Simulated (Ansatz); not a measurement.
Si₃P₄ in space group I-43d (No. 220; Si on 12a, P on 16c), DFT-r²SCAN in the program Ansatz with PAW potentials, all energies at zero smearing, with the estimated change up to a 700 eV cutoff added, with one set of potentials and settings (totals compare only within such a set). Cell of 14 atoms (6 Si, 8 P): -9907.411 eV.

```tsv
element	reference phase	E (eV/atom)
Si	Fd-3m, 2 atoms in the cell	-639.0667
P	Cmce, 4 atoms in the cell	-759.1646
```

Formation energy per atom, worked out: (-9907.411 − 6×(-639.0667) − 8×(-759.1646))/14 = 0.022 eV/atom (2 kJ per mol of atoms), at 0 K, without zero-point energy or fitted corrections.

The cell is a constructed one: a structure type filled with these elements; neither database checked (COD, Materials Project) lists it. Whether it is the stable phase at ambient conditions was not checked. The cell was relaxed with r²SCAN under the symmetry of its start; whether a distortion lowers the energy is not shown. The references are the lowest solids computed at this level, not always the standard phases.

Potentials: the later of the program's two PAW sets.
